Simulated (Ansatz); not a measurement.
Crystals of one structure type (Cu3Au type) and one family of elements, relaxed and computed with LDA in the plane-wave PAW code Ansatz.

```
crystal  K_Hill (GPa)  G_Hill (GPa)
-------  ------------  ------------
La3In            48.4          24.1
La3Ga            50.0          24.3
Sc3Al            72.3             ?
YAl3             85.9          70.1
ScAl3            96.6          79.2
```

Q: Fit a straight line to ln G against ln K and predict the withheld value.

A: Least squares on the 4 shown rows: ln G = 1.81 × ln K + (-3.860), with a scatter of 3.8 %. For Sc3Al this gives 48.8. The run itself gave 46.7, a miss of 4.5 % of that.

Standing as an ambient phase not checked: La3In, Cu3Au type; La3Ga, Cu3Au type; Sc3Al, Cu3Au type; YAl3, Cu3Au type. All cells were relaxed under the symmetry of their starts (and spin orders); stability against distortions was not tested throughout. Rows with no word on spin ran without spin polarisation. Spin–orbit coupling is left out wherever it is not named.

Potentials: the later of the program's two PAW sets.
